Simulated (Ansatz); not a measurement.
**MgO: computed property card**

MgO:
```
CELL_PARAMETERS angstrom
      5.50197     0.00000     0.00000
      0.00000     5.50197     0.00000
      0.00000     0.00000     3.26836
ATOMIC_POSITIONS crystal
  Mg 0.32089 0.67911 0.00000
  Mg 0.67911 0.32089 0.00000
  Mg 0.82089 0.82089 0.50000
  Mg 0.17911 0.17911 0.50000
  O  0.31635 0.31635 0.00000
  O  0.68365 0.68365 0.00000
  O  0.18365 0.81635 0.50000
  O  0.81635 0.18365 0.50000
```

Space group P4_2/mnm (No. 136); conventional cell a = b = 5.502 Å, c = 3.268 Å, α = β = γ = 90.00°.

Method: r²SCAN (plane waves, PAW; program Ansatz). The cell and atoms are relaxed at this level. Other levels are named where they apply.

Cell and energy:

```
Quantity                                                      Result
-----------------------------------------------------  -------------
Volume per atom                                             12.37 Å³
Density                                                   2.71 g/cm³
Formation energy from the elements (no fitted shifts)  -2.80 eV/atom
```

Electronic structure:

```
Property                                                        Value
----------------------------  ---------------------------------------
Band gap                        4.15 eV (smallest direct gap 4.17 eV)
Valence-band maximum          on the M–Γ line, 84 % of the way from M
Conduction-band minimum                                          at Γ
Electron effective mass                           0.38 mₑ (isotropic)
Hole effective mass              0.90, 3.1, 7.9 mₑ (principal values)
HSE06 gap on the r²SCAN cell                                  5.11 eV
```

Mechanics:

```
Quantity                                                                                                   Result
--------------------------------------------  -------------------------------------------------------------------
Bulk modulus (Birch–Murnaghan fit)                                                                        111 GPa
Pressure derivative B′                                                                                        2.4
Elastic constants (relaxed ions, GPa)         C11 = 131, C12 = 100, C13 = 98.7, C33 = 218, C44 = 48.5, C66 = 72.0
Mechanical stability                                                       stable (all eigenvalues of C positive)
Hill bulk and shear moduli                                                                       117 and 40.6 GPa
Young's modulus                                                                                           109 GPa
Poisson's ratio                                                                                              0.34
Debye temperature from the elastic constants                                                                560 K
```

Charges:

```
Property                    Result
-------------  -------------------
Bader charges  Mg +1.73, O -1.73 e
```

The start of the workflow was typed in or built on a structure type; neither database checked (COD, Materials Project) lists it. It is not the phase usual at ambient conditions (space group No. 225). Symmetry was held in the r²SCAN relaxation; its stability against distortions is not shown here. The references are the lowest solids computed at this level, not always the standard phases (solids in place of the gases).

Potentials: the earlier of the program's two PAW sets. The files were generated under PBE; for other functionals the program regenerates the frozen cores, and for LDA and PBEsol the local potential too.
